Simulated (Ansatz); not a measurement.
Be$_{2}$C (fluorite or antifluorite type, Fm-3m), PBE (plane waves, PAW; program Ansatz). The conduction-band minimum lies at X, with 3 equivalent valleys. Second derivatives d²E/dk² of the lowest band at one valley (eV·Å²), along Cartesian directions:

| direction | d²E/dk² |
|---|---|
| [100] | 10.98 |
| [010] | 32.75 |
| [001] | 32.75 |
| [110] | 21.87 |
| [101] | 21.87 |
| [011] | 32.73 |

Task: Find the principal effective masses, the density-of-states mass and the conductivity mass.

Result: Off-diagonal terms follow from H_xy = H[110] − (H_xx + H_yy)/2, and m*/mₑ = 7.620 eV·Å² over each eigenvalue: 0.23, 0.23, 0.69. One valley's DOS mass (m₁m₂m₃)^(1/3) = 0.33, conductivity mass 3/(Σ 1/mᵢ) = 0.30 mₑ.

Task: What effective density of states Nc follows at 300 K for parabolic valleys?

Result: Nc = 2.509e19 × 3 × (0.33)^(3/2) ≈ 1.4e19 cm⁻³.

The PBE relaxation kept the symmetry of its start.

Potentials: the later of the program's two PAW sets.

Edges and masses are those of Kohn–Sham bands, whose gap is no quasiparticle gap.
